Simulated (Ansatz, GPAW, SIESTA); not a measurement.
Sn3Te: programs and potentials compared

```
Te Sn
1.0
    -2.30090    2.30090    5.51649
     2.30090   -2.30090    5.51649
     2.30090    2.30090   -5.51649
Te Sn
1 3
Direct
  0.00000 0.00000 0.00000
  0.50000 0.50000 0.00000
  0.25000 0.75000 0.50000
  0.75000 0.25000 0.50000
```

The cell comes from a database or a generator and needn't be the stable form of this composition.

Alike in all runs: task single point; functional PBEsol; k mesh 8 × 8 × 8; occupations fermi-dirac, width 0.05 eV; no spin polarisation; no spin-orbit coupling. A missing gap at this level doesn't show that the real crystal is a metal. Pressure is positive in compression and, in plane waves, holds the error of the finite cutoff.

| program and potentials | plane-wave cutoff (eV) | notes | band gap (eV) | pressure (GPa) |
| --- | --- | --- | --- | --- |
| GPAW, PAW data sets generated for this functional | 600 | 12 valence electrons an atom on average | no gap | -3.28 |
| Ansatz, all-electron LAPW, scalar-relativistic | - | - | no gap | -3.04 |
| SIESTA, files PseudoDojo sr-pbesol-0.4.1-standard, DZP (energy shift 0.003 Ry; two zetas on semicore shells) | - | atomic basis; 14.5 valence electrons an atom on average | no gap | -2.16 |

None finds a gap. The pressure spans -3.28 (GPAW, PAW data sets generated for this functional) to -2.16 GPa (SIESTA, files PseudoDojo sr-pbesol-0.4.1-standard, DZP (energy shift 0.003 Ry; two zetas on semicore shells)), with all-electron results at -3.04. Rows in atomic bases carry the error of their basis and grid, which can be large.

Differences between rows come from potentials, basis sets and numerical settings, since the functional is the same but for its coding. Runs on potential files found faulty are left out.
